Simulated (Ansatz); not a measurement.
**Calculated with Ansatz: LuIO, settings compared**

Run with:

```bash
ansatz run input.yaml --threads 1 --pin off --max-ram 2560MiB --backend cpu --events-out ev --progress --plain --runs-dir out
```

input.yaml:

```yaml
crystal:
  lattice:
    - [3.893103, 0.0, 0.0]
    - [0.0, 3.893103, 0.0]
    - [0.0, 0.0, 9.271406]
  atoms:
    - { symbol: Lu, position: [0.75, 0.75, 0.38386] }
    - { symbol: Lu, position: [0.25, 0.25, 0.61614] }
    - { symbol: I, position: [0.25, 0.25, 0.17918] }
    - { symbol: I, position: [0.75, 0.75, 0.82082] }
    - { symbol: O, position: [0.75, 0.25, 0.5] }
    - { symbol: O, position: [0.25, 0.75, 0.5] }
  symmetry: { tolerance: 0.0003 }
kpoints:
  mp_grid: { grid: [5, 5, 2], shift: [0, 0, 0] }
magnetization:
  spin_polarized: false
scf:
  occupations: { method: fermi_dirac }
hamiltonian:
  pseudopotentials: { kind: paw }
  xc: pbesol
basis:
  ecutwfc: 420
output:
  forces: true
  stress: true
  eigenvalues: true
  write_density: true
  write_potential: true
  elf: true
  volumetric_format: npy
```

Origin of the cell: a database entry, scaled a little.

The smearing width isn't typed, so it takes its default of 0.1 eV.

Output of this run (shortened):

```
Pseudopotentials: kind: paw
Pseudopotential: Lu, paw, valence charge 25, recommended cutoff 420 eV (normal), Lu.paw.azcp
Pseudopotential: I, paw, valence charge 17, recommended cutoff 420 eV (normal), I.paw.azcp
Pseudopotential: O, paw, valence charge 6, recommended cutoff 420 eV (normal), O.paw.azcp
Functional definition: PBEsol
  exchange = pbesol_x
  correlation = pbesol_c
Crystal: 6 atoms, lattice volume = 140.520 Å³
Basis set: ecut = 420 eV, 2727 PW (Γ), exchange–correlation on 54×54×128 points (8 copies of the dense FFT grid, shifted against one another)
Bands: 58, of which v1, the nominal top of the filled ones, is band 48 counted from 1 (47 counted from 0)
Symmetry: 16 space group operations
Space group: P4/nmm (ITA 129), of the structure as read, at distance tolerance 1.6e-3 Å
k-points: 12 of 50
[… 8 lines left out …]
Initial density: superposition of atomic densities (neutral atoms: chi_scale 0, normalization atom), corrected by the library's trained network
Functional: x = pbesol(κ = 0.804, μ = 0.123457), c = pbesol(β = 0.046)
SCF iter   1: F=—  HF=-45220.200873 eV  Δρ=1.00e-2  dr2=1.19e-1
SCF iter   2: F=—  HF=-45220.166270 eV  Δρ=2.71e-3  dr2=7.15e-3  defer=26
SCF iter   3: F=—  HF=-45220.165396 eV  Δρ=1.24e-3  dr2=1.37e-3  defer=26
SCF iter   4: F=—  HF=-45220.165646 eV  Δρ=3.81e-4  dr2=1.75e-4  defer=26
SCF iter   5: F=—  HF=-45220.165547 eV  Δρ=1.70e-4  dr2=4.01e-5  defer=26
SCF iter   6: F=—  HF=-45220.165509 eV  Δρ=6.29e-5  dr2=5.45e-6  defer=26
SCF iter   7: F=—  HF=-45220.165514 eV  Δρ=2.05e-5  dr2=7.13e-7  defer=26
SCF iter   8: F=-45220.165515 eV  HF=-45220.165515 eV  Δρ=4.93e-6  dr2=4.55e-8
SCF 1 converged in 8 iterations: F = -45220.165515 eV  dr2 = 4.55e-8
SCF converged after 8 iterations
Free energy (F): -45220.165515 eV
Harris-Foulkes:  -45220.165515 eV  (|F-HF|=4.16e-8)
Internal energy: -45220.165514 eV  (E = F + TS)
E sigma→0 (E₀):  -45220.165515 eV
Entropy (-TS):   -0.000000 eV (-0.000 meV/atom)
Fermi energy:    10.721664 eV
--- Per-component energies (eV) ---
  E_band       = -796.537262
  E_kinetic    = 1564.378859
  E_local      = -23364.256301  (includes V_loc(G=0)·N_el)
  E_nonlocal   = 1083.975427
  E_hartree    = 10542.284771
  E_xc         = -834.340495
  E_vxc        = -960.695595  (∫ρ·V_xc dr)
  E_paw        = -24288.092654  (= ΣΔE_a)
  E_vpaw       = -204.524512  (= ΣTr[D̂ρ^β])
  E_aug_tail   = 0.004928  (compensation charges beyond the density's cutoff)
  E_ewald      = -9927.399245
  E_core_change = 3.279195  (= ΣΔE_core)
  E_smearing   = -0.000000  (= −TS)
  Σ components = -45220.165515   (vs F -45220.165515, Δ=0.00e0)
--- Forces (eV/Å), atoms counted from 1 ---
  atom   1  Lu     0.000000     0.000000     0.540970
  atom   2  Lu     0.000000     0.000000    -0.540970
  atom   3  I      0.000000     0.000000     0.215565
  atom   4  I      0.000000     0.000000    -0.215565
  atom   5  O      0.000000     0.000000    -0.000000
  atom   6  O      0.000000     0.000000    -0.000000
  max |Σ_I F_I| component: 5.55e-17 eV/Å
--- Stress (GPa, compression-positive) ---
       -4.239034       0.000000       0.000000
        0.000000      -4.239034       0.000000
        0.000000       0.000000      -2.722978
  P = ⅓ Tr σ = -3.7337 GPa (-37.337 kbar)
```

The same input was run again with these changes:

1. `kpoints.mp_grid.shift` [0, 0, 0] → [0.5, 0.5, 0.5]
2. `scf.lower_state_search` default → "off"; `kpoints.mp_grid.shift` [0, 0, 0] → [0.5, 0.5, 0.5]; `hamiltonian.dispersion` default → d3bj
3. `basis.ecutwfc` 420 → "800 eV"; `scf.occupations.method` fermi_dirac → cold; `scf.occupations.width` default → 0.05
4. `kpoints.mp_grid.grid` [5, 5, 2] → [8, 8, 3]; `accuracy` default → medium

| run | end | SCF iterations | P (GPa) | max force component (eV/Å) | moment (μB) | ΔE(σ→0) (meV/atom) |
| --- | --- | --- | --- | --- | --- | --- |
| base | converged | 8 | -3.73 | 0.541 | – | 0 |
| 1 | converged | 8 | -3.82 | 0.545 | – | -3.93 |
| 2 | converged | 8 | -5.72 | 0.547 | – | – |
| 3 | converged | 8 | -3.75 | 0.546 | – | -3.45 |
| 4 | converged | 8 | -3.78 | 0.543 | – | -1.96 |

Energies are compared only where functional, datasets, charge and starting cell are the same.

Caveats of the base run: no spin-orbit coupling, though heavy elements are present.

Time of the base run: 10 s on 1 thread of Arm Neoverse V1, on a shared host, peak memory 0.43 GiB, from the program's own first density.
